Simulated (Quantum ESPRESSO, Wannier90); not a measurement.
Tight-binding from DFT: BaTiO3 (cubic perovskite)

```yaml
crystal:
  lattice:
    - [4.00768, 0.00000, 0.00000]
    - [0.00000, 4.00768, 0.00000]
    - [0.00000, 0.00000, 4.00768]
  atoms:
    - { symbol: Ba, position: [0.50000, 0.50000, 0.50000] }
    - { symbol: Ti, position: [0.00000, 0.00000, 0.00000] }
    - { symbol: O, position: [0.50000, 0.00000, 0.00000] }
    - { symbol: O, position: [0.00000, 0.50000, 0.00000] }
    - { symbol: O, position: [0.00000, 0.00000, 0.50000] }
```

Structure: Materials Project mp-2998, symmetrised, not relaxed again. COD (Crystallography Open Database) records the formula in this space group. Ideal cubic forms of this type are often high-temperature phases that distort on cooling; symmetry holds the cell here, and its stability was not tested. Computed values, not measurements, from PBEsol: Quantum ESPRESSO (norm-conserving PseudoDojo potentials, cutoff 68 Ry, no spin polarisation, no spin-orbit coupling) on a Γ-centred 8×8×8 mesh, then Wannier90. Density: 8×8×8 mesh, cold smearing 0.01 Ry. Spin-orbit coupling is left out although heavy elements are present.

Base run: 14 functions from bands 12-38 of the 38 computed, start hydrogen-like Ti: d; O: p, centres 0.05 Å off the atoms, frozen window up to 3.28 eV relative to the valence-band maximum, outer window open. One thing is changed at a time; window edges are relative to the valence-band maximum. The misfit compares interpolated bands with pw.x on a high-symmetry path, for states up to 2.8 eV relative to the valence-band maximum. Converged means that the tolerances were met: symmetric starts can stop on a saddle, which shows as a larger Ω_OD at equal Ω_I and can move the misfit too.

```
setting  functions  frozen to (eV)  Ω_I (Å²)  Ω_D (Å²)  Ω_OD (Å²)  rms misfit (meV)  worst (meV)      ended
-------  ---------  --------------  --------  --------  ---------  ----------------  -----------  ---------
base            14            3.28     14.25      0.00       0.25               0.4          6.9  converged
```

Problem. Starting from this base row, predict which settings stop with an error, and how Ω_I and the misfit move in the others: frozen window to 7.28 eV; frozen window to 1.28 eV; frozen window to 2.28 eV; frozen window to 5.18 eV; no frozen window; outer window to 6.77 eV; outer window to 8.07 eV.

Solution. 
| setting | functions | frozen to (eV) | Ω_I (Å²) | Ω_D (Å²) | Ω_OD (Å²) | rms misfit (meV) | worst (meV) | ended |
|---|---|---|---|---|---|---|---|---|
| frozen window to 7.28 eV | 14 | 7.28 | – | – | – | – | – | stops: too many frozen states |
| frozen window to 1.28 eV | 14 | 1.28 | 13.77 | 0.00 | 0.18 | 58 | 245 | converged |
| frozen window to 2.28 eV | 14 | 2.28 | 13.93 | 0.00 | 0.21 | 6.8 | 106 | converged |
| frozen window to 5.18 eV | 14 | 5.18 | – | – | – | – | – | stops: too many frozen states |
| no frozen window | 14 | none | 10.71 | 0.00 | 0.12 | 474 | 1485 | converged |
| outer window to 6.77 eV | 14 | 3.28 | – | – | – | – | – | stops: too few bands in the window |
| outer window to 8.07 eV | 14 | 3.28 | 15.04 | 0.00 | 0.29 | 0.3 | 3.3 | converged |
